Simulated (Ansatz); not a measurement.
NbC2:
```
NbC2
1.0
   -1.60165     1.60165     2.93688
    1.60165    -1.60165     2.93688
    1.60165     1.60165    -2.93688
Nb C
1 2
Direct
  0.00000   0.00000   0.00000
  0.61508   0.61508   0.00000
  0.38492   0.38492   0.00000
```

Relaxed with r²SCAN.

Task: Map the electron localisation function on the plane through (0.000, 0.000, 0.000) spanned by u = [1, 1, 0] and v = [1, -1, 0] in lattice vectors, from plane-wave PAW r²SCAN (Ansatz code).

Result: x is the fraction of u, y of v (the angle between them is 90°; rows are the nearest grid lines); atoms in the plane: Nb at (0.00, 0.00), Nb at (0.50, 0.50), C at (0.12, 0.50), C at (0.62, 0.00), C at (0.38, 0.00), C at (0.88, 0.50).
```
y \ x   0.000  0.103  0.172  0.276  0.379  0.448  0.552  0.621  0.724  0.828  0.897   1.00
------  -----  -----  -----  -----  -----  -----  -----  -----  -----  -----  -----  -----
1.00    0.072  0.729  0.185  0.904  0.023  0.565  0.565  0.023  0.904  0.185  0.729  0.072
0.913   0.654  0.716  0.158  0.871  0.453  0.681  0.681  0.453  0.871  0.158  0.716  0.654
0.826   0.540  0.296  0.131  0.614  0.732  0.604  0.604  0.732  0.614  0.131  0.296  0.540
0.783   0.170  0.173  0.187  0.351  0.544  0.321  0.321  0.544  0.351  0.187  0.173  0.170
0.696   0.392  0.638  0.666  0.221  0.172  0.299  0.299  0.172  0.221  0.666  0.638  0.392
0.609   0.768  0.584  0.809  0.480  0.519  0.783  0.783  0.519  0.480  0.809  0.584  0.768
0.522   0.865  0.033  0.650  0.621  0.650  0.530  0.530  0.650  0.621  0.650  0.033  0.865
0.478   0.865  0.033  0.650  0.621  0.650  0.530  0.530  0.650  0.621  0.650  0.033  0.865
0.391   0.768  0.584  0.809  0.480  0.519  0.783  0.783  0.519  0.480  0.809  0.584  0.768
0.304   0.392  0.638  0.666  0.221  0.172  0.299  0.299  0.172  0.221  0.666  0.638  0.392
0.217   0.170  0.173  0.187  0.351  0.544  0.321  0.321  0.544  0.351  0.187  0.173  0.170
0.174   0.540  0.296  0.131  0.614  0.732  0.604  0.604  0.732  0.614  0.131  0.296  0.540
0.0870  0.654  0.716  0.158  0.871  0.453  0.681  0.681  0.453  0.871  0.158  0.716  0.654
0.000   0.072  0.729  0.185  0.904  0.023  0.565  0.565  0.023  0.904  0.185  0.729  0.072
```

The density is the valence pseudo-density with augmentation charge, so density and ELF within about 1 Å of a nucleus are not all-electron values.

Space group I4/mmm (MoSi2 or CaC2 type). The start of the workflow was typed in or built on a structure type; neither database checked (COD, Materials Project) lists it. Its standing as an ambient phase is unchecked. The cell was relaxed with r²SCAN under the symmetry of its start; its stability against distortions is not shown here. No spin polarisation was allowed. The volume moved by -28 % from the start of the relaxation. Its formation energy is positive at this level, so the cell may be metastable or incomplete.

Potentials: the later of the program's two PAW sets.
